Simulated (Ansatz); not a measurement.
Cs2KInCl6:
```cif
data_Cl6Cs2InK
_chemical_formula_sum 'K1 Cs2 In1 Cl6'
_space_group_name_H-M_alt 'P 1'
_space_group_IT_number 1
_cell_length_a 7.70023
_cell_length_b 7.70023
_cell_length_c 7.70023
_cell_angle_alpha 60.000
_cell_angle_beta 60.000
_cell_angle_gamma 60.000
loop_
_space_group_symop_operation_xyz
  'x, y, z'
loop_
_atom_site_label
_atom_site_type_symbol
_atom_site_fract_x
_atom_site_fract_y
_atom_site_fract_z
_atom_site_occupancy
K1 K 0.50000 0.50000 0.50000 1
Cs1 Cs 0.75000 0.75000 0.75000 1
Cs2 Cs 0.25000 0.25000 0.25000 1
In1 In 0.00000 0.00000 0.00000 1
Cl1 Cl 0.76950 0.23050 0.23050 1
Cl2 Cl 0.23050 0.76950 0.76950 1
Cl3 Cl 0.23050 0.76950 0.23050 1
Cl4 Cl 0.76950 0.23050 0.76950 1
Cl5 Cl 0.23050 0.23050 0.76950 1
Cl6 Cl 0.76950 0.76950 0.23050 1
```

Relaxed with PBEsol. DFT-PBEsol in the program Ansatz with PAW potentials gives a gap of 3.63 eV.

Q: What gap does HSE06 give on the same cell (Ansatz, PAW)?

A: 5.18 eV, 1.54 eV more. The hybrid was solved on a coarser mesh and at special points; its gap is the smallest among all of these.

```json
[
 {"k": "Γ", "v1 PBEsol": "0.00", "c1 PBEsol": "3.63", "v1 HSE06": "0.00", "c1 HSE06": "5.18"},
 {"k": "X", "v1 PBEsol": "-0.01", "c1 PBEsol": "4.22", "v1 HSE06": "?", "c1 HSE06": "?"},
 {"k": "L", "v1 PBEsol": "-0.15", "c1 PBEsol": "4.44", "v1 HSE06": "?", "c1 HSE06": "?"},
 {"k": "W", "v1 PBEsol": "-0.18", "c1 PBEsol": "4.35", "v1 HSE06": "?", "c1 HSE06": "?"},
 {"k": "K", "v1 PBEsol": "-0.09", "c1 PBEsol": "4.33", "v1 HSE06": "?", "c1 HSE06": "?"}
]
```

Q: Top valence (v1) and lowest conduction level (c1) in eV from each method's valence maximum (which need not be a listed point): supply the withheld HSE06 values.

A: 
- L, v1 HSE06: -0.13
- L, c1 HSE06: 6.02
- X, v1 HSE06: -0.01
- X, c1 HSE06: 5.80
- K, v1 HSE06: -0.09
- K, c1 HSE06: 5.91
- W, v1 HSE06: -0.18
- W, c1 HSE06: 5.93

Cost on shared cores: the PBEsol run (SCF on a 5×5×5 mesh, then bands and DOS) very roughly 2.3 core-minutes, the HSE06 run (SCF on 3×3×3, then a few points) roughly 12 core-minutes; the tasks are unlike.

Space group Fm-3m. The workflow started from a Materials Project entry (that database holds measured and hypothetical structures alike); the Crystallography Open Database copy checked does not list it. Its standing as an ambient phase is unchecked. The PBEsol relaxation kept the symmetry of its start; its stability against distortions is not shown here. Scalar-relativistic: spin–orbit coupling is off unless named, which matters more the heavier the elements.

Potentials: the later of the program's two PAW sets.
